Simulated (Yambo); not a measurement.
A G0W0@LDA run in Yambo for Mg2Ge (anti-fluorite, space group Fm-3m, No. 225) (4×4×4 Γ-centred k mesh, bands 9 to 124 and a 8 Ry block in the screening, 124 bands in G with the Bruneval-Gonze terminator, plasmon pole fitted at 27.2 eV) gives these matrix elements, in eV, at the band edges (Γ → X):

```tsv
state	E0	<Vxc>	<Σx>	<Σc(E0)>	Z
valence edge	0.000	-11.376	-12.949	0.748	0.774
conduction edge	0.096	-8.378	-4.849	-3.407	0.786
```

**Question.** Solve the linearised quasiparticle equation for both states, give the gap, and say how exchange and correlation each act on it.

**Answer.** E = E0 + Z(Σx + Σc − Vxc). Valence: 0.000 + 0.774 × (-12.949 + (0.748) − (-11.376)) = -0.64 eV. Conduction: 0.096 + 0.786 × (-4.849 + (-3.407) − (-8.378)) = 0.19 eV. The gap is 0.83 eV, against 0.10 eV in LDA. Replacing Vxc by bare exchange alone would open it by 5.10 eV; correlation takes back 4.16 eV of that, and Z scales what is left. Nearest settings tried, and what they do to the gap: 97 bands in W, 97 bands in G: -19 meV; 6 Ry block (137 vectors against 181): -19 meV; 6×6×6 mesh: -41 meV. So the settings aren't converged at that level. Spin-orbit splittings are left out.

The standard potential for Ge keeps a d shell in the valence without the s and p states of that shell. In tests on such compounds this moved G0W0 gaps by up to about 0.9 eV, so absolute quasiparticle energies here are unreliable; differences between settings are what counts.

Geometry relaxed with LDA; primitive cell a = 4.4450 Å, b = 4.4450 Å, c = 4.4450 Å, α = 60.00°, β = 60.00°, γ = 60.00°.
